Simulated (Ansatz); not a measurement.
Relaxed-ion elastic tensor of Ti6O in space group P-31m (No. 162; Ti on 6k, O on 1a) in GPa (Voigt order), r²SCAN (plane waves, PAW; program Ansatz); density 4.72 g/cm³, 15.23 Å³ per atom.

```
  222    120   78.3    0.0   18.9    0.0
  120    222   78.3    0.0  -18.9    0.0
 78.3   78.3    275    0.0    0.0    0.0
  0.0    0.0    0.0   70.2    0.0  -18.9
 18.9  -18.9    0.0    0.0   70.2    0.0
  0.0    0.0    0.0  -18.9    0.0   50.9
```

Task: Is the crystal mechanically stable?

Result: Yes: the smallest eigenvalue of C is 39.4 GPa.

Task: Work out the Voigt, Reuss and Hill averages.

Result: K_V = 141, K_R = 141, K_H = 141; G_V = 67.7, G_R = 58.4, G_H = 63.0 GPa.

Task: Give Young's modulus, Poisson's ratio, Pugh's ratio and the universal anisotropy index.

Result: E = 9KG/(3K + G) = 165 GPa; ν = 0.31; K/G = 2.24 (ductile by the Pugh limit of 1.75); A_U = 5G_V/G_R + K_V/K_R − 6 = 0.80.

Task: Estimate the sound speeds and the Debye temperature.

Result: v_l = √((K + 4G/3)/ρ) = 6910 m/s, v_t = √(G/ρ) = 3650 m/s, mean 4080 m/s; Θ = (h/k)(3n/4πV)^(1/3) v_m = 491 K.

Task: How much does each axis shrink under pressure?

Result: Linear compressibilities β_i = Σ_j S_ij (j = 1 to 3): x 2.4, y 2.4, z 2.3 per TPa.

The workflow started from a Materials Project entry (that database holds measured and hypothetical structures alike); the Crystallography Open Database files this formula in space group No. 162, but the cells were not matched. Its standing as an ambient phase is unchecked. The cell was relaxed with r²SCAN under the symmetry of its start; whether a distortion lowers the energy is not shown. No spin polarisation was allowed. As this level gives no gap, shear constants depend on the k-mesh and smearing (Fermi–Dirac, 0.1 eV here).

Potentials: the later of the program's two PAW sets.
